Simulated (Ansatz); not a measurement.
Level of theory: DFT PBE, scalar-relativistic, plane waves, PAW in Ansatz 0.2.0. Settings: cutoff 420 eV, Γ-centred meshes spaced at most about 0.3 Å⁻¹, and about 0.25 Å⁻¹ or finer for metals (2π included), Gaussian smearing. No spin polarisation in the final relaxations.

Temperature and zero-point effects are left out.

Two relaxed structures of Li2B:

1.

```yaml
crystal:
  lattice:
    - [-1.04261, 1.88521, 3.54936]
    - [1.04261, -1.88521, 3.54936]
    - [1.04261, 1.88521, -3.54936]
  atoms:
    - { symbol: Li, position: [0.34501, 0.34501, 0.00000] }
    - { symbol: Li, position: [0.65499, 0.65499, 0.00000] }
    - { symbol: B, position: [0.00000, 0.00000, 0.00000] }
```

2.

```yaml
crystal:
  lattice:
    - [3.86993, 0.00000, 0.00000]
    - [-1.93497, 3.35146, 0.00000]
    - [0.00000, 0.00000, 2.05392]
  atoms:
    - { symbol: Li, position: [0.33333, 0.66667, 0.50000] }
    - { symbol: Li, position: [0.66667, 0.33333, 0.50000] }
    - { symbol: B, position: [0.00000, 0.00000, 0.00000] }
```

Question: Which form is favoured at zero pressure, and by what margin per atom?

Answer: Cell 2 is lower, by 53 meV/atom. Cell 1 has space group Immm (No. 71), 9.3 Å³/atom and no gap on its mesh; cell 2 has space group P6/mmm (No. 191), 8.9 Å³/atom and no gap. Counting B atoms around Li (those within 1.25 times the shortest such distance or 1.15 times the sum of covalent radii), cell 1 has Li 5 and cell 2 has Li 6. The denser one is the lower, and pressure would at first widen the difference. Even the lower one lies +0.36 eV/atom against the reference forms of the elements (uncorrected), so neither is stable at this level. In cell 1, Li is surrounded by 3 Li at 2.09–2.20 Å, 5 B at 2.42–2.45 Å and 4 Li at 2.54 Å; around B lie 2 B at 2.09 Å and 10 Li at 2.42–2.45 Å. In cell 2, Li has 2 Li at 2.05 Å, 3 Li at 2.23 Å and 6 B at 2.46 Å; B has 2 B at 2.05 Å and 12 Li at 2.46 Å. Both come from invented guesses. A third cell relaxed alike, in I4/mcm, lies 0.32 eV/atom below the lower of the two.

A magnetic state wasn't ruled out in cells without spin, among them Immm, P6/mmm. Cells relaxed within their symmetry can be saddle points.
